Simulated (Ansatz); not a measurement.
One stationary structure of Bi2Te3. Space group R-3m (No. 166), AFLOW prototype A2B3_hR5_166_c_ac (C33, as in Bi2Te3). Calculation: r2SCAN (plane waves to 500 eV, PAW, scalar-relativistic; Ansatz, a quantum-chemistry and plane-wave program).

```xyz
5
Lattice="2.2101 1.2760 10.7780 -2.2101 1.2760 10.7780 0.0000 -2.5520 10.7780" Properties=species:S:1:pos:R:3 pbc="T T T"
Bi     0.0000     0.0000    12.8305
Bi     0.0000     0.0000    19.5035
Te     0.0000     0.0000     0.0000
Te     0.0000     0.0000     7.0201
Te     0.0000     0.0000    25.3138
```

### Question
Estimate the band gap that r2SCAN returns for this input.

### Answer
0.88 eV, direct at Γ (no spin-orbit coupling).

No spin polarisation in the result. Spin-orbit coupling is missing; with elements this heavy it can move band edges by tenths of an eV or more.
